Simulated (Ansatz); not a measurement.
Kick test of a cell of NiMoIrPdW

The cell was found from a structure generator's guess, not taken from experiment.

All numbers below come from DFT PBE, scalar-relativistic, plane waves, PAW (Ansatz). Settings: cutoff 420 eV, Γ-centred mesh 12×12×4 on the computed 5-atom cell, Gaussian smearing of 0.10 eV; no spin polarisation.

The cell below (5 atoms, space group P3m1 (No. 156)) is relaxed within its symmetry.

```
Ni Mo Pd Ir W
1.0
     2.76609    0.00000    0.00000
    -1.38305    2.39551    0.00000
     0.00000    0.00000   11.02278
Ni Mo Pd Ir W
1 1 1 1 1
Direct
  0.33333 0.66667 0.59711
  0.00000 0.00000 0.41074
  0.66667 0.33333 0.79520
  0.66667 0.33333 0.19961
  0.33333 0.66667 0.99734
```

For the test a repeat of it with 10 atoms (edges 2.77, 4.79, 11.02 Å) was strained at random (σ = 1.5 % a component), the atoms were moved at random (σ = 0.05 Å), and all was relaxed again on a coarse 8×4×2 mesh (in the run’s order of axes) with 0.20 eV smearing, with no symmetry imposed.

Spin–orbit coupling, which can matter for Ir and W, is left out. Trial moments died out on the coarse mesh, so the last step has no spin; another magnetic start might hold.

**Question.** Is the structure stable against such a distortion?

**Answer.** It returns, within 1 meV/atom of the unmoved cell on that mesh and with the same symmetry when read at 0.1 Å (Cm at 0.01 Å, so small strains and shifts remain). No instability shows in this cell; modes of other wave vectors, which need another repeat, aren't tested.
